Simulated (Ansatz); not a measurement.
B:
Space group R-3m, hexagonal axes (No. 166); a = 4.898 Å, b = 4.898 Å, c = 12.513 Å, α = 90.00°, β = 90.00°, γ = 120.00°

```csv
atom,site,symmetry,x,y,z
B,18h,.m,0.2370,0.1185,0.1086
B,18h,.m,0.1963,0.3925,0.0243
```
(The calculation used a cell of 12 atoms; values per cell refer to that cell.)

Relaxed at zero pressure with r²SCAN (plane waves, PAW; program Ansatz).

**Question.** The volume is raised by 9 % and shape and atoms relax at that volume. What pressure results, and how do the axes share the change?

**Answer.** -15.5 GPa; a 3.1 %, b 3.1 %, c 2.5 %; the energy rises by 34 meV/atom.

**Question.** Give the new structure.

**Answer.** 
Space group R-3m, hexagonal axes (No. 166); a = 5.052 Å, b = 5.052 Å, c = 12.820 Å, α = 90.00°, β = 90.00°, γ = 120.00°

| atom | site | symmetry | x | y | z |
|---|---|---|---|---|---|
| B | 18h | .m | 0.2346 | 0.1173 | 0.1089 |
| B | 18h | .m | 0.1931 | 0.3861 | 0.0237 |

The phase is kept; no other phase was compared at this pressure.

Symmetry was held in the r²SCAN relaxation; phonons on a q-mesh show no instability.

Potentials: the earlier of the program's two PAW sets.
